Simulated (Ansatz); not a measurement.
Y:
```yaml
crystal:
  lattice:
    - [3.53920, 0.00000, 0.00000]
    - [-1.76960, 3.06504, 0.00000]
    - [0.00000, 0.00000, 11.37805]
  atoms:
    - { symbol: Y, position: [0.00000, 0.00000, 0.00000] }
    - { symbol: Y, position: [0.00000, 0.00000, 0.50000] }
    - { symbol: Y, position: [0.33333, 0.66667, 0.25000] }
    - { symbol: Y, position: [0.66667, 0.33333, 0.75000] }
```

Relaxed with PBEsol. Special points in fractions of this cell's reciprocal vectors: Γ (0.000, 0.000, 0.000); M (0.500, 0.000, 0.000); K (0.333, 0.333, 0.000); A (0.000, 0.000, 0.500); L (0.500, 0.000, 0.500); H (0.333, 0.333, 0.500).

### Question
List the band energies nearest the Fermi level at these points for plane-wave PAW PBEsol (Ansatz code).

### Answer
In eV from the Fermi level; about four levels below and three above (degenerate sets whole), none deeper than 8.9 eV; points with the same levels are listed once.

```json
[
 {"k": "Γ", "below": "-4.78 -3.33 -3.32 -2.01", "above": "0.80 0.86 0.91"},
 {"k": "M", "below": "-1.22 -0.56 -0.49 -0.31", "above": "0.48 0.78 1.53"},
 {"k": "K", "below": "-0.54 -0.54 -0.43 -0.40 -0.40", "above": "0.49 0.65 0.65"},
 {"k": "A", "below": "-4.37 -4.37 -2.31 -2.31", "above": "0.64 0.64 1.54 1.54"},
 {"k": "L", "below": "-1.57 -1.57 -0.72 -0.72", "above": "0.35 0.35 1.35 1.35"},
 {"k": "H", "below": "-0.49 -0.49 -0.41 -0.41", "above": "0.71 0.71 0.76 0.76"}
]
```

Space group P6_3/mmc (dhcp (α-La type)). The workflow started from a Materials Project entry (that database holds measured and hypothetical structures alike). Its sites differ from those of the usual phase in this space group: another stacking or structure type. The PBEsol relaxation kept the symmetry of its start; of distortions, only those at the zone centre were tested. The workflow began spin-polarised and lost its moments. Spin–orbit coupling is left out wherever it is not named.

Potentials: the later of the program's two PAW sets.
